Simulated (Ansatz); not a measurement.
ScOF:
```yaml
crystal:
  lattice:
    - [3.59342, 0.00000, 0.00000]
    - [0.00000, 3.59342, 0.00000]
    - [0.00000, 0.00000, 5.12124]
  atoms:
    - { symbol: Sc, position: [0.50000, 0.00000, 0.70546] }
    - { symbol: Sc, position: [0.00000, 0.50000, 0.29454] }
    - { symbol: O, position: [0.00000, 0.00000, 0.50000] }
    - { symbol: O, position: [0.50000, 0.50000, 0.50000] }
    - { symbol: F, position: [0.50000, 0.50000, 0.00000] }
    - { symbol: F, position: [0.00000, 0.00000, 0.00000] }
```

Relaxed with HSE06.

Question: Give the Bader charges and basin volumes of the independent atoms, the program Ansatz at the HSE06 level (PAW).

Answer: 

```csv
atom,Bader charge (e),Bader volume (Å³)
Sc1,+2.21,8.3
O3,-1.36,12.3
F5,-0.85,12.5
```

Space group P4/nmm. The workflow started from a Materials Project entry (that database holds measured and hypothetical structures alike); the Crystallography Open Database copy checked does not list it. Whether it is the stable phase at ambient conditions was not checked. The cell was relaxed with HSE06 under the symmetry of its start; whether a distortion lowers the energy is not shown. The run is not spin-polarised.

Potentials: the later of the program's two PAW sets.
